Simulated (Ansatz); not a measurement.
## Bands of TiO2

```yaml
crystal:
  lattice:
    - [-1.89250, 1.89250, 4.75700]
    - [1.89250, -1.89250, 4.75700]
    - [1.89250, 1.89250, -4.75700]
  atoms:
    - { symbol: Ti, position: [0.00000, 0.00000, 0.00000] }
    - { symbol: Ti, position: [0.75000, 0.25000, 0.50000] }
    - { symbol: O, position: [0.20660, 0.20660, 0.00000] }
    - { symbol: O, position: [0.95660, 0.45660, 0.50000] }
    - { symbol: O, position: [0.54340, 0.04340, 0.50000] }
    - { symbol: O, position: [0.79340, 0.79340, 0.00000] }
```

Atoms are numbered in the order listed.

Conventional cell: a = 3.785 Å, b = 3.785 Å, c = 9.514 Å, α = 90.00°, β = 90.00°, γ = 90.00°. Around Ti (atom 1) lie 6 O at 1.94 to 1.97 Å. O (atom 3) has 3 Ti at 1.94 to 1.97 Å as nearest neighbours.

The cell comes from COD entry 9009086, which wasn't checked; take it as a given geometry.

The calculation used Ansatz 0.2.0, DFT, LDA, all-electron LAPW, scalar-relativistic.

Numerical set-up: a Γ-centred 13×13×13 k mesh, Fermi–Dirac smearing of 0.08 eV, basis error target 1 meV/atom, no spin polarisation.

Points in fractions of the reciprocal vectors of this cell: Γ (0, 0, 0), X (0, 0, 0.5), P (0.25, 0.25, 0.25), N (0, 0.5, 0), M (0.5, 0.5, -0.5), S (0.29, 0.71, -0.29), S0 (-0.29, 0.29, 0.29). The path joins them by straight lines in the order Γ–X–P–N–Γ–M–S–S0–Γ; legs that retrace an earlier one aren't tabulated. Energies are in eV from the top of the valence band.

(1) Metal or insulator at this level of theory?

(2) Tabulate bands 34 to 39, counted from the lowest band of the run, along the path.

Results:

(1) An insulator or semiconductor: gap 2.06 eV, indirect from the line Γ–X (0, 0, 0.5) to Γ.

(2) 
```tsv
k (1/Å)	point	band 34	band 35	band 36	band 37	band 38	band 39
0.00	Γ	-0.72	-0.45	-0.45	2.06	2.84	4.05
0.17		-0.73	-0.72	-0.37	2.30	2.87	3.80
0.34		-1.12	-0.66	-0.26	2.83	2.92	3.40
0.50		-1.12	-0.55	-0.23	2.94	3.16	3.39
0.67		-0.83	-0.65	-0.20	2.98	3.19	3.50
0.84		-1.05	-0.51	-0.07	3.07	3.40	3.46
1.01		-1.54	-0.23	0.00	3.19	3.41	3.65
1.17	X	-2.04	-0.05	-0.05	3.32	3.32	3.82
1.22		-2.01	-0.06	-0.06	3.32	3.32	3.81
1.27		-1.92	-0.09	-0.09	3.34	3.34	3.80
1.32		-1.82	-0.13	-0.13	3.37	3.37	3.77
1.36		-1.72	-0.18	-0.18	3.42	3.42	3.73
1.41		-1.63	-0.23	-0.23	3.46	3.46	3.69
1.46		-1.56	-0.27	-0.27	3.51	3.51	3.64
1.50	P	-1.54	-0.28	-0.28	3.54	3.54	3.61
1.62		-1.33	-0.36	-0.24	3.45	3.54	3.60
1.74		-1.09	-0.48	-0.25	3.31	3.44	3.63
1.86		-0.93	-0.59	-0.31	3.18	3.32	3.65
1.98		-1.06	-0.56	-0.44	3.13	3.22	3.66
2.10		-1.30	-0.63	-0.54	3.18	3.22	3.66
2.22		-0.92	-0.84	-0.58	3.19	3.39	3.66
2.33	N	-0.95	-0.78	-0.61	3.20	3.57	3.57
2.46		-0.93	-0.77	-0.60	3.17	3.53	3.58
2.59		-0.88	-0.76	-0.57	3.09	3.43	3.57
2.72		-0.81	-0.74	-0.52	3.00	3.35	3.38
2.84		-0.76	-0.71	-0.46	2.84	3.06	3.39
2.97		-0.74	-0.67	-0.43	2.51	2.91	3.58
3.10		-0.74	-0.54	-0.43	2.19	2.85	3.87
3.23	Γ	-0.72	-0.45	-0.45	2.06	2.84	4.05
3.32		-0.77	-0.40	-0.40	2.07	2.82	3.99
3.42		-0.87	-0.32	-0.32	2.09	2.79	3.92
3.51		-0.98	-0.24	-0.24	2.14	2.74	3.87
3.60		-1.08	-0.17	-0.17	2.20	2.68	3.83
3.70		-1.15	-0.12	-0.12	2.27	2.60	3.80
3.79		-1.20	-0.09	-0.09	2.35	2.52	3.79
3.89	M	-1.22	-0.08	-0.08	2.43	2.43	3.78
3.99		-1.23	-0.15	-0.14	2.46	2.52	3.73
4.09		-1.01	-0.31	-0.28	2.53	2.74	3.63
4.19		-0.79	-0.50	-0.44	2.63	3.03	3.56
4.29		-0.66	-0.65	-0.57	2.76	3.32	3.41
4.39		-0.77	-0.67	-0.64	2.91	3.39	3.50
4.49		-0.85	-0.74	-0.72	3.05	3.47	3.51
4.59	S	-0.91	-0.90	-0.75	3.19	3.47	3.58
4.69		-0.97	-0.81	-0.76	3.22	3.47	3.59
4.79		-0.96	-0.77	-0.69	3.22	3.52	3.58
4.89		-0.95	-0.78	-0.62	3.20	3.56	3.57
4.99		-0.95	-0.78	-0.62	3.20	3.56	3.57
5.09		-0.96	-0.77	-0.69	3.22	3.52	3.58
5.20		-0.97	-0.81	-0.76	3.22	3.47	3.59
5.30	S0	-0.91	-0.90	-0.75	3.19	3.47	3.58
5.43		-1.10	-0.89	-0.78	3.36	3.38	3.60
5.57		-1.02	-0.79	-0.78	3.27	3.47	3.51
5.71		-0.94	-0.77	-0.61	3.16	3.38	3.42
5.85		-0.86	-0.76	-0.46	3.04	3.09	3.34
5.98		-0.78	-0.74	-0.41	2.64	2.94	3.50
6.12		-0.73	-0.59	-0.43	2.23	2.86	3.84
6.26	Γ	-0.72	-0.45	-0.45	2.06	2.84	4.05
```
